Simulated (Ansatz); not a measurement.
# Structure search: one NaVP candidate

Theory: Ansatz 0.2.0, DFT PBE, scalar-relativistic, plane waves, PAW. Cutoff 420 eV, Gaussian smearing, Γ-centred meshes. Cell and atoms relax first on a coarse mesh and then on a finer one. In between, the cell is made exact in the group found at 0.06 Å. In metals the finer mesh still leaves noise of several meV/atom or more. The steps can't lower the symmetry of their start. Collinear spin, starting moments V 2.0 μB.

Recipe of this trial structure of NaVP: random cell by space group and Wyckoff sites (P4/mmm, No. 123). Lengths were set from tabulated atomic sizes, so they are only a guess.

```cif
data_structure
_symmetry_space_group_name_H-M 'P4/mmm'
_symmetry_Int_Tables_number 123
_cell_length_a 3.0713
_cell_length_b 3.0713
_cell_length_c 6.7569
_cell_angle_alpha 90.000
_cell_angle_beta 90.000
_cell_angle_gamma 90.000
_cell_volume 63.73
loop_
_atom_site_label
_atom_site_type_symbol
_atom_site_symmetry_multiplicity
_atom_site_Wyckoff_symbol
_atom_site_fract_x
_atom_site_fract_y
_atom_site_fract_z
_atom_site_occupancy
Na1 Na 1 c 0.50000 0.50000 0.00000 1
V1 V 1 d 0.50000 0.50000 0.50000 1
P1 P 1 b 0.00000 0.00000 0.50000 1
```

The zero of energy is the elements' standard structures at the same level; no fitted shifts are applied. The references include black phosphorus.

Problem. What does it relax into?

Solution. The symmetry stays P4/mmm (No. 123). The volume per atom grows by 6.2 %, from 21.2 to 22.6 Å³. The shortest distance goes from 2.17 Å (V–P) to 2.37 Å (V–P). The ratio c/a of the conventional cell changes by a factor of 0.82. The energy falls by about 0.23 eV/atom (the start's value is from the coarse mesh). Conventional cell: a = 3.350 Å, c = 6.034 Å. Na is surrounded by 2 V at 3.02 Å, 4 Na at 3.35 Å and 8 P at 3.84 Å; around V lie 4 P at 2.37 Å, 2 Na at 3.02 Å and 4 V at 3.35 Å; around P lie 4 V at 2.37 Å, 4 P at 3.35 Å and 8 Na at 3.84 Å.

```
CELL_PARAMETERS angstrom
3.34984 0.00000 0.00000
0.00000 3.34984 0.00000
0.00000 0.00000 6.03379
ATOMIC_POSITIONS crystal
Na 0.50000 0.50000 0.00000
V 0.50000 0.50000 0.50000
P 0.00000 0.00000 0.50000
```

Problem. How does it come out in energy, and is it a metal?

Solution.

| Item | Value |
| --- | --- |
| Energy over the elements | −0.01 eV/atom |
| Gap on the 14×14×8 mesh of the 3-atom cell | 0 eV (a metal) |
| Net moment per atom | 0.69 μB |
| Moment by site | V 1.6 μB |

The formation energy is too near zero to say whether this cell lies below the elements.

The last run used collinear spin and Gaussian smearing of 0.10 eV. For metals, differences of a few meV/atom aren't resolved. The reference form of P is held partly by dispersion forces, which this level lacks. Another magnetic order may lie lower. Symmetry constrained the relaxation, so the result can be a saddle point. Site moments count only spheres around the atoms; the net moment includes the space between them.
